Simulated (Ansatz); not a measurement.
CuCl in space group P3_121 (No. 152; Cu on 3a, Cl on 3b), the program Ansatz at the PBEsol level (PAW), all energies at zero smearing, with the estimated change up to a 700 eV cutoff added, with one set of potentials and settings (totals compare only within such a set). Cell of 6 atoms (3 Cu, 3 Cl): -22950.441 eV.

```json
[
 {"element": "Cu", "reference phase": "Fm-3m, 1 atoms in the cell", "E (eV/atom)": "-6588.7768"},
 {"element": "Cl", "reference phase": "Cmce, 4 atoms in the cell", "E (eV/atom)": "-1060.8120"}
]
```

Formation energy per atom, worked out: (-22950.441 − 3×(-6588.7768) − 3×(-1060.8120))/6 = -0.279 eV/atom (-27 kJ per mol of atoms), at 0 K, without zero-point energy or fitted corrections.

The start of the workflow was typed in or built on a structure type; neither database checked (COD, Materials Project) lists it. It is not the phase usual at ambient conditions (space group No. 216). Symmetry was held in the PBEsol relaxation; of distortions, only those at the zone centre were tested, and some modes there are weakly imaginary. The workflow began spin-polarised and lost its moments. The references are the lowest solids computed at this level, not always the standard phases (solids in place of the gases).

Potentials: the later of the program's two PAW sets.
